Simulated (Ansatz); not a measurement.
# Si₃Bi₂TeSe₂: rattling a relaxed structure

It was reached by relaxing an invented guess, and it needn't be the stable form of this composition.

Theory: DFT PBE, scalar-relativistic, plane waves, PAW (Ansatz). Settings: cutoff 420 eV, Γ-centred mesh 12×12×4 on the computed 8-atom cell, Gaussian smearing of 0.01 eV; no spin polarisation.

The cell below (8 atoms, space group P3m1 (No. 156)) is relaxed within its symmetry.

```
Si Bi Te Se
1.0
     4.04009    0.00000    0.00000
    -2.02004    3.49882    0.00000
     0.00000    0.00000   14.91041
Si Bi Te Se
3 2 1 2
Direct
  0.00000 0.00000 0.30287
  0.66667 0.33333 0.51202
  0.33333 0.66667 0.75057
  0.33333 0.66667 0.03674
  0.66667 0.33333 0.16732
  0.00000 0.00000 0.60911
  0.33333 0.66667 0.38207
  0.66667 0.33333 0.82930
```

For the test it was strained at random (σ = 1.5 % a component), the atoms were moved at random (σ = 0.10 Å), and all was relaxed again on a coarse 6×6×2 mesh (in the run’s order of axes) with 0.20 eV smearing, with no symmetry imposed.

Weakly bound directions are ill-defined at this level, which has no dispersion term. These runs have no spin–orbit coupling, which can matter for Bi and Te.

Q: What happens?

A: It returns, within 1 meV/atom of the unmoved cell on that mesh and with the same symmetry when read at 0.1 Å (P1 at 0.01 Å, so small strains and shifts remain). No instability shows in this cell; modes of other wave vectors, which need another repeat, aren't tested.
